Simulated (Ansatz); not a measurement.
# MgScAu, a known structure type with other elements, at an estimated volume

```
CELL_PARAMETERS angstrom
7.24926 0.00000 0.00000
0.00000 4.28240 0.00000
0.00000 0.00000 8.48823
ATOMIC_POSITIONS crystal
Au 0.26530 0.25000 0.37258
Au 0.23470 0.75000 0.87258
Au 0.76530 0.25000 0.12742
Au 0.73470 0.75000 0.62742
Sc 0.03405 0.25000 0.67447
Sc 0.46595 0.75000 0.17447
Sc 0.53405 0.25000 0.82553
Sc 0.96595 0.75000 0.32553
Mg 0.13910 0.25000 0.06180
Mg 0.36090 0.75000 0.56180
Mg 0.63910 0.25000 0.43820
Mg 0.86090 0.75000 0.93820
```

Single point in Ansatz 0.2.0 with r2SCAN, no spin polarisation. Cutoff 500 eV, PAW datasets, 5×8×4 Γ-centred k mesh, fermi-dirac filling (width 0.1 eV).

**Question.** Is there a gap?

**Answer.** It is a metal, with about 12 states/eV a cell as the mean within 0.25 eV of the Fermi level.

**Question.** What does the stress say?

**Answer.** The pressure is -5.7 GPa (compression positive), so with the atoms held at these fractions the cell would first shrink.

**Question.** Describe some of the short contacts.

**Answer.** Au–Mg at 2.76 Å: least valence density 0.17 e/Å³ and ELF 0.11 there. Au–Sc at 3.06 Å: least valence density 0.17 e/Å³ and ELF 0.17 there. Mg–Mg at 3.12 Å: least valence density 0.10 e/Å³ and ELF 0.32 there. These are pseudo-fields; inside the PAW spheres they differ from the all-electron ones.

**Question.** Where is the largest force?

**Answer.** The largest is on Au3 (and as large on other atoms): 0.47 eV/Å, components (-0.46, 0.00, 0.07). It makes 110° with the line to a nearest neighbour, Mg12 at 2.76 Å.

**Question.** How is the charge shared?

**Answer.** Bader charges in e: Mg +1.48, Sc +1.56, Au -3.04. In the mean Sc gives up most and Au takes most.

Origin: a known structure type with other elements, at an estimated volume, so it need not be a known compound.
